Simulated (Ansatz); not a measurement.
The relaxed structure here is a generated cell of Ti3Al: the first start was made by placing the elements on the sites of a structure type, and the end was not matched to a known phase here, so it may be hypothetical. Known forms of Ti3Al include space group No. 194.

One starting cell of Ti$_{3}$Al (a generated trial cell of Ti3Al in the AFLOW prototype AB3_hP8_182_c_g (as in Fe3C)) was relaxed twice with Ansatz (plane waves, PAW, scalar-relativistic): with r2SCAN at 500 eV and with PBE at 420 eV. The r2SCAN result:

```cif
data_Al2Ti6
_chemical_formula_sum 'Ti6 Al2'
_space_group_name_H-M_alt 'P 1'
_space_group_IT_number 1
_cell_length_a 7.56103
_cell_length_b 7.56103
_cell_length_c 2.91841
_cell_angle_alpha 90.000
_cell_angle_beta 90.000
_cell_angle_gamma 120.000
loop_
_space_group_symop_operation_xyz
  'x, y, z'
loop_
_atom_site_label
_atom_site_type_symbol
_atom_site_fract_x
_atom_site_fract_y
_atom_site_fract_z
_atom_site_occupancy
Ti1 Ti 0.30775 0.00000 0.00000 1
Ti2 Ti 0.30775 0.30775 0.50000 1
Ti3 Ti 0.00000 0.30775 0.00000 1
Ti4 Ti 0.69225 0.00000 0.50000 1
Ti5 Ti 0.69225 0.69225 0.00000 1
Ti6 Ti 0.00000 0.69225 0.50000 1
Al1 Al 0.33333 0.66667 0.25000 1
Al2 Al 0.66667 0.33333 0.75000 1
```

```
quantity                          r2SCAN    PBE
--------------------------------  ------  -----
space group                        P6₃22  P6₃22
volume (Å³/atom)                   18.06  18.19
a (Å)                              7.561  7.611
c (Å)                              2.918  2.901
gap (eV, no spin-orbit coupling)    0.00   0.00
```

Both levels end in the same structure; PBE's volume is 0.7 % larger. Neither column is exact.

No spin polarisation in the result.

The run could not lower the symmetry of its start; a shaken copy of this end point relaxes with r2SCAN to P2₁/m (No. 11), 0.40 eV/atom lower.

Ansatz is a first-principles code.
